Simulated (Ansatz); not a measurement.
# Relaxing a structure of Pb

The start is a relaxed Pb cell, doubled along one cell vector, shaken by Gaussian noise of σ = 0.08 Å a coordinate. A full variable-cell relaxation at zero pressure is run with r2SCAN (plane waves to 500 eV, PAW, scalar-relativistic; Ansatz, a quantum-chemistry and plane-wave program). The first steps use a coarse 4×8×8 k-mesh.

The start:
```
CELL_PARAMETERS angstrom
      0.00000     6.95113     6.95113
      3.47556     0.00000     3.47556
      3.47556     3.47556     0.00000
ATOMIC_POSITIONS crystal
  Pb 0.13469 0.26691 0.25375
  Pb 0.61431 0.24772 0.25407
  Pb 0.00978 0.00153 0.00422
  Pb 0.50867 0.97729 0.00881
```

### Question
Which atoms feel the largest initial force, and how large is it?

### Answer
0.86 eV/Å, on Pb2 (atoms numbered as listed).

### Question
How much energy is released per atom?

### Answer
0.02 eV/atom.

### Question
Does it find its way back to the structure it was made from?

### Answer
The parent structure is recovered, Fd-3m (No. 227).

### Question
What band gap does the relaxed structure have at this level?

### Answer
No gap (metallic).

Final values are on a 12×12×12 k-mesh of the relaxed cell. No spin polarisation in the result.

The relaxed structure here is a generated cell of Pb: the first start was made by placing the elements on the sites of a structure type, and the end was not matched to a known phase here, so it may be hypothetical. Known forms of Pb include space group No. 225.
